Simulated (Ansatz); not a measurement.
A geometry of SnSe away from equilibrium: the start of the relaxation of a relaxed SnSe cell displaced along its unstable phonon at q = (½, ½, 0) of its primitive reciprocal cell (123i cm⁻¹), largest move 0.15 Å. These are PBE (plane waves to 420 eV, PAW, scalar-relativistic; Ansatz, an electronic-structure program) values and carry that method's errors. Γ-centred k-mesh 8×8×4 on the run's cell (coarser than for final values), Fermi–Dirac smearing 0.05 eV.

```xyz
8
Lattice="7.8938 0.0000 0.0000 3.9469 3.9469 0.0000 0.0000 0.0000 8.2088" Properties=species:S:1:pos:R:3 pbc="T T T"
Sn     8.0438     1.9735     0.0000
Sn     3.7969     1.9735     0.0000
Sn     1.9735    -0.1500     4.1044
Sn     5.9204     0.1500     4.1044
Se     0.0000     0.0000     2.0522
Se     3.9469     0.0000     2.0522
Se     0.0000     0.0000     6.1566
Se     3.9469     0.0000     6.1566
```

Problem. Which atoms carry the largest force, and which way does it point?

Solution. 0.69 eV/Å, on Sn1, Sn2, Sn3, Sn4 (atoms numbered as listed); on Sn1 its components are (0.69, 0.00, 0.00).

Problem. What is the pressure?

Solution. -0.1 GPa, compression positive.

Problem. How far above the relaxed end point is this geometry?

Solution. 0.11 eV/atom; the path ends in P4₂/mnm (No. 136).

No spin polarisation in the result.

The run could not lose the symmetry of its start, so the end can be a saddle point.

The end of the path is a generated cell of SnSe: the first start was made by placing the elements on the sites of a structure type, and the end was not matched to a known phase here, so it may be hypothetical. Known forms of SnSe include space group No. 62.
